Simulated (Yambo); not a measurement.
**Sr2OsH6: sweep of GW parameters**

G0W0@PBEsol for Sr$_{2}$OsH$_{6}$ (space group Fm-3m, No. 225) in Yambo. Reference settings: 4×4×4 Γ-centred k mesh, bands 5 to 159 and a 7 Ry block in the screening, 159 bands in G with the Bruneval-Gonze terminator, plasmon pole fitted at 27.2 eV. The PBEsol gap Γ → X on this mesh is 2.32 eV; G0W0 gaps are taken between the same points.

| change from the reference | G0W0 gap Γ → X (eV) | shift of the valence edge (eV) | rough Yambo cost |
|---|---|---|---|
| reference settings | 3.63 | -0.47 | 1 |
| 41 bands in W, 41 bands in G | 3.64 | 0.07 | about 1/5 |
| 61 bands in W, 61 bands in G | 3.60 | -0.14 | about 1/3 |
| 90 bands in W, 90 bands in G | 3.61 | -0.31 | within a factor of two |
| wavefunctions cut at 50 Ry | 3.63 | -0.47 | within a factor of two |
| exchange cut at 5 Ry | 2.89 | 1.76 | – |
| 41 bands in W, 41 bands in G, 4 Ry block | 3.60 | 0.09 | about 1/6 |
| 61 bands in W, 61 bands in G, 2 Ry block | 3.45 | -0.04 | about 1/4 |
| 61 bands in W, 61 bands in G, 6 Ry block | 3.59 | -0.13 | about 1/3 |
| 90 bands in W, 90 bands in G, 6 Ry block | 3.59 | -0.29 | about 1/2 |
| 3 Ry block | 3.51 | -0.32 | within a factor of two |
| 2×2×2 mesh | 3.59 | -0.38 | about 1/10 |
| 41 bands in W, 41 bands in G, no terminator | 3.62 | 0.43 | about 1/6 |
| 90 bands in W, 90 bands in G, 3 Ry block, no terminator | 3.48 | -0.01 | about 1/3 |
| no terminator | 3.60 | -0.29 | within a factor of two |

The reference isn't shown to be the converged limit. Costs are rough (shared machines), scaled to the same edge states, and given only for runs that recompute the screening.

Spin-orbit coupling is left out, which matters for elements this heavy: edges can move by tenths of an eV.

Geometry of the Materials Project entry, not relaxed at this level; primitive cell a = 5.391 Å, b = 5.391 Å, c = 5.391 Å, α = 60.00°, β = 60.00°, γ = 60.00°.

The structure is a Materials Project entry; no match was found in the copy of COD used, and its stability was not checked.

A shift is the quasiparticle energy of the state minus its PBEsol energy.
